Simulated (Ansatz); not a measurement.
Input and command of a plane-wave DFT calculation in Ansatz:

```yaml
crystal:
  lattice:
    - [5.732, 0.0, 0.0]
    - [0.0, 3.701, 0.0]
    - [0.0, 0.0, 6.088]
  atoms:
    - { symbol: Ge, position: [0.805, 0.75, 0.59] }
    - { symbol: Ge, position: [0.195, 0.25, 0.41] }
    - { symbol: Ge, position: [0.695, 0.25, 0.09] }
    - { symbol: Ge, position: [0.305, 0.75, 0.91] }
    - { symbol: Pt, position: [0.99, 0.75, 0.195] }
    - { symbol: Pt, position: [0.01, 0.25, 0.805] }
    - { symbol: Pt, position: [0.51, 0.25, 0.695] }
    - { symbol: Pt, position: [0.49, 0.75, 0.305] }
basis:
  ecutwfc: 420
kpoints:
  mp_grid: { grid: [4, 6, 4] }
hamiltonian:
  xc: lda
scf:
  occupations: { method: gaussian, width: 0.1 }
output:
  forces: true
  stress: true
  eigenvalues: true
```

```bash
ansatz run input.yaml --threads 2 --pin off --max-ram 5120MiB --backend cpu --events-out ev --progress --plain --runs-dir out
```

Processor: AMD EPYC 7R43 64-Core Processor (Zen 3), 2 threads, on a host shared with other jobs.

How long does it run, and how much memory does it take?

About 14 s on 2 threads of AMD EPYC 7R43 64-Core Processor (Zen 3) (shared host), peak memory 0.62 GiB. It solves 77 bands at 36 k points (the mesh reduced by symmetry) with about 2543 plane waves, in 7 SCF iterations.
